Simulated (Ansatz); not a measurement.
# Ti-49 NMR of the central transition in KTi2P3O12

Cell: a computed structure from the Materials Project (it need not be an observed phase), atoms as given.

Space group R-3c:H (No. 167); a = 8.4944, c = 23.3576 Å, γ = 120.00°.

| site | Wyckoff | site symmetry | x | y | z |
| --- | --- | --- | --- | --- | --- |
| K | 6b | -3. | 0.0000 | 0.0000 | 0.0000 |
| Ti | 12c | 3. | 0.0000 | 0.0000 | 0.8505 |
| P | 18e | .2 | 0.3333 | 0.9485 | 0.4167 |
| O13 | 36f | 1 | 0.1548 | 0.9466 | 0.6975 |
| O25 | 36f | 1 | 0.6363 | 0.5013 | 0.4317 |

One atom of each set is listed; the run and its k-mesh use a cell of 36 atoms with edges of 9.20, 9.20, 9.20 Å.

All values are calculated (Ansatz; DFT, PBE, plane waves and PAW, scalar-relativistic, 420 eV cutoff, Γ-centred 3×3×3 k-points, Fermi–Dirac smearing 0.02 eV), not measured.

Ti-49 has I = 7/2 and Q = 247.0 mb (Pyykkö 2018); at 14.1 T its Larmor frequency is ν₀ = 33.9 MHz. Only the quadrupole interaction is simulated: positions count from each site's isotropic chemical shift, and J coupling is left out, as are shift anisotropy and dipolar coupling, which fast spinning averages.

Q: Give C_Q, η, the quadrupolar product P_Q = |C_Q|(1 + η²/3)^½, the second-order isotropic shift and the breadth of the pattern (fast magic-angle spinning) for each Ti site.

A: 

```
site         first shell  C_Q (MHz)     η  P_Q (MHz)  δ_QIS (ppm)  breadth (kHz)
  Ti  6 O at 1.95–1.97 Å      -2.22  0.00       2.22        -10.9          0.792
```

δ_QIS = −(ν_Q²/30ν₀²)[I(I+1) − 3/4](1 + η²/3) × 10⁶ ppm with ν_Q = 3|C_Q|/[2I(2I−1)]; it falls as 1/B₀² in ppm, and the breadth as 1/B₀ in kHz.

An axis of threefold or higher order runs through Ti, so V_zz lies along it and η is zero.
